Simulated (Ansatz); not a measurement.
TePt:
```cif
data_Pt2Te2
_chemical_formula_sum 'Pt2 Te2'
_space_group_name_H-M_alt 'Pmma'
_space_group_IT_number 51
_space_group_name_Hall '-P 2a 2a'
_cell_length_a 3.58803
_cell_length_b 3.52282
_cell_length_c 7.80198
_cell_angle_alpha 90.000
_cell_angle_beta 90.000
_cell_angle_gamma 90.000
loop_
_atom_site_label
_atom_site_type_symbol
_atom_site_symmetry_multiplicity
_atom_site_Wyckoff_symbol
_atom_site_fract_x
_atom_site_fract_y
_atom_site_fract_z
_atom_site_occupancy
Pt1 Pt 2 e 0.75000 0.00000 0.13851 1
Te1 Te 2 f 0.25000 0.50000 0.26491 1
```

Relaxed at zero pressure with DFT-r²SCAN in the program Ansatz with PAW potentials.

The volume is raised by 9 % and shape and atoms relax at that volume. What pressure results, and how do the axes share the change?

-0.7 GPa; a -0.3 %, b 0.3 %, c 9.0 %; the energy rises by 7 meV/atom.

Give the new structure.


Space group Pmma (No. 51); a = 3.5766 Å, b = 3.5335 Å, c = 8.5056 Å, α = β = γ = 90.00°

| atom | site | symmetry | x | y | z |
|---|---|---|---|---|---|
| Pt | 2e | mm2 | 0.7500 | 0.0000 | 0.1281 |
| Te | 2f | mm2 | 0.2500 | 0.5000 | 0.2449 |

The phase is kept; no other phase was compared at this pressure.

The start of the workflow was typed in or built on a structure type; neither database checked (COD, Materials Project) lists it. COD files the formula under space group No. 166, 194. Its standing as an ambient phase is unchecked. The r²SCAN relaxation kept the symmetry of its start; whether a distortion lowers the energy is not shown. The run is not spin-polarised. The volume moved by 26 % from the start of the relaxation. Scalar-relativistic: spin–orbit coupling is off unless named, which matters more the heavier the elements.

Potentials: the later of the program's two PAW sets.
